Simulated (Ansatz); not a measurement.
Input and command of a plane-wave DFT calculation in Ansatz:

```yaml
crystal:
  lattice:
    - [2.5600190254, 0.0, 0.0]
    - [-1.2800095127, 2.2170415101, 0.0]
    - [0.0, 0.0, 4.6214548986]
  atoms:
    - { symbol: Si, position: [0.3333333333, 0.6666666667, 0.25] }
    - { symbol: Si, position: [0.6666666667, 0.3333333333, 0.75] }
basis:
  ecutwfc: 500
kpoints:
  mp_grid: { grid: [24, 24, 14] }
hamiltonian:
  xc: r2scan
scf:
  occupations: { method: gaussian, width: 0.15 }
output:
  forces: true
  stress: true
  eigenvalues: true
  write_density: true
  write_potential: true
  elf: true
  volumetric_format: npy
```

```bash
ansatz run input.yaml --threads 2 --pin off --max-ram 5120MiB --backend cpu --events-out ev --progress --plain --runs-dir out
```

Processor: AMD EPYC 9R45 96-Core Processor (Zen 5), 2 threads, on a host shared with other jobs.

How long does it run, and how much memory does it take?

About 2.7 s on 2 threads of AMD EPYC 9R45 96-Core Processor (Zen 5), on a shared host, peak memory 0.54 GiB. It solves 8 bands at 488 k points (the mesh reduced by symmetry) with about 677 plane waves, in 6 SCF iterations.
